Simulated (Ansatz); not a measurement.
Starting cell, Re (hcp, Mg type):

```
CELL_PARAMETERS angstrom
      2.75787     0.00000     0.00000
     -1.37894     2.38839     0.00000
      0.00000     0.00000     4.46284
ATOMIC_POSITIONS crystal
  Re 0.33333 0.66667 0.75000
  Re 0.66667 0.33333 0.25000
```

The atoms are displaced by Q × the pattern below (from a DFPT mode at Γ, largest move 1; Q in Å), at fixed cell. It is one choice among 2 degenerate patterns.

| atom | x | y | z |
|---|---|---|---|
| Re1 | 0.000 | 1.000 | 0.000 |
| Re2 | 0.000 | -1.000 | 0.000 |

Calculation: r2SCAN (plane waves to 500 eV, PAW, scalar-relativistic; Ansatz, a program for electronic structure). k mesh 19×19×11 (Γ-centred), Fermi-Dirac smearing 0.05 eV. Stress and pressure are positive under compression. With partly filled bands, energies and forces of such displacements shift with the k mesh and the smearing. Re is run without spin polarisation. Re was relaxed with its symmetry unable to fall. Spin-orbit coupling is left out, though Re is heavy. 

```tsv
Q (Å)	P (GPa)	−dE/dQ from forces (eV/Å)
-0.180	?	2.561
-0.150	2.3	2.181
-0.120	1.7	1.821
-0.090	1.1	1.523
-0.060	0.5	1.028
-0.030	0.1	0.517
0.000	0.0	0.000
0.030	0.1	-0.520
0.060	0.6	-1.070
0.090	1.4	-1.644
0.120	2.6	-2.227
0.150	4.2	-2.885
0.180	6.1	-3.597
```

Q: Some entries are withheld; supply them.

A: 
- -0.180, P (GPa): 3.2

(For displaced atoms, the force is minus the slope of the energy, and its curvature is a force constant, which sets phonon frequencies.)
